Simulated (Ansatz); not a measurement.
Relaxed-ion elastic tensor of HfW2 (cubic Laves (MgCu2 type), space group No. 227) in GPa (Voigt order), plane-wave PAW LDA (Ansatz code); density 17.28 g/cm³, 17.49 Å³ per atom.

```
     1    2    3    4    5    6
-  ---  ---  ---  ---  ---  ---
1  356  189  189  0.0  0.0  0.0
2  189  356  189  0.0  0.0  0.0
3  189  189  356  0.0  0.0  0.0
4  0.0  0.0  0.0  107  0.0  0.0
5  0.0  0.0  0.0  0.0  107  0.0
6  0.0  0.0  0.0  0.0  0.0  107
```

**Question.** Is the crystal mechanically stable?

**Answer.** Yes: the smallest eigenvalue of C is 107 GPa.

**Question.** Work out the Voigt, Reuss and Hill averages.

**Answer.** K_V = 244, K_R = 244, K_H = 244; G_V = 97.4, G_R = 95.9, G_H = 96.7 GPa.

**Question.** Give Young's modulus, Poisson's ratio, Pugh's ratio and the universal anisotropy index.

**Answer.** E = 9KG/(3K + G) = 256 GPa; ν = 0.33; K/G = 2.53 (ductile by the Pugh limit of 1.75); A_U = 5G_V/G_R + K_V/K_R − 6 = 0.07.

**Question.** Estimate the sound speeds and the Debye temperature.

**Answer.** v_l = √((K + 4G/3)/ρ) = 4650 m/s, v_t = √(G/ρ) = 2360 m/s, mean 2650 m/s; Θ = (h/k)(3n/4πV)^(1/3) v_m = 304 K.

**Question.** Give the Zener ratio and Young's modulus along [100], [110] and [111].

**Answer.** A = 2C44/(C11 − C12) = 1.28; 1/E = S11 − 2(S11 − S12 − S44/2)Γ with Γ = 0, 1/4, 1/3 gives 224, 263, 280 GPa.

Space group Fd-3m (cubic Laves (MgCu2 type)). The first step of the workflow began from a Materials Project structure, measured or hypothetical; the Crystallography Open Database files this formula in space group No. 227, but the cells were not matched. Whether it is the stable phase at ambient conditions was not checked. The LDA relaxation kept the symmetry of its start; whether a distortion lowers the energy is not shown. The run is not spin-polarised. As this level gives no gap, shear constants depend on the k-mesh and smearing (Fermi–Dirac, 0.1 eV here). Spin–orbit coupling is left out wherever it is not named.

Potentials: the later of the program's two PAW sets.
